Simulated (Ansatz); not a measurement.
ZrHg:
```yaml
crystal:
  lattice:
    - [3.13980, 0.00000, 0.00000]
    - [0.00000, 3.13980, 0.00000]
    - [0.00000, 0.00000, 4.29146]
  atoms:
    - { symbol: Hg, position: [0.00000, 0.00000, 0.00000] }
    - { symbol: Zr, position: [0.50000, 0.50000, 0.50000] }
```

Relaxed with r²SCAN.

### Question
Map the valence electron density (e/Å³), cut off at 4 on the plane through (0.000, 0.000, 0.000) spanned by u = [1, 0, 0] and v = [0, 1, 1] in lattice vectors, from DFT-r²SCAN in the program Ansatz with PAW potentials.

### Answer
x is the fraction of u, y of v (the angle between them is 90°; rows are the nearest grid lines); atoms in the plane: Hg at (0.00, 0.00), Zr at (0.50, 0.50).
```
|@@@@*.     .*@@@@|
|@@@@+.     .+@@@@|
|@@@@-.     .-@@@@|
|*+-.         .-+*|
|...           ...|
|                 |
|                 |
|                 |
|      ..:..      |
|    .=*%@%*=.    |
|   .-*@@@@@*-.   |
|   .-#@%#%@#-.   |
|   .-#@%#%@#-.   |
|   .-*@@@@@*-.   |
|    .=*%@%*=.    |
|      ..:..      |
|                 |
|                 |
|                 |
|...           ...|
|*+-.         .-+*|
|@@@@-.     .-@@@@|
|@@@@+.     .+@@@@|
|@@@@*.     .*@@@@|
```
Scale: ten equal steps from 0.147 (start of ' ') to 4.00 (end of '@'), in the order ' .:-=+*#%@'; x runs from 0.000 to 1.00, y from 0.000 (bottom) to 1.00 (top).

The density is the valence pseudo-density with augmentation charge, so density and ELF within about 1 Å of a nucleus are not all-electron values.

Space group P4/mmm (L1₀ or tetragonal B2). The workflow started from an entry of the Crystallography Open Database (COD). Its standing as an ambient phase is unchecked. The r²SCAN relaxation kept the symmetry of its start; its stability against distortions is not shown here. No spin polarisation was allowed. Spin–orbit coupling is left out wherever it is not named.

Potentials: the later of the program's two PAW sets.
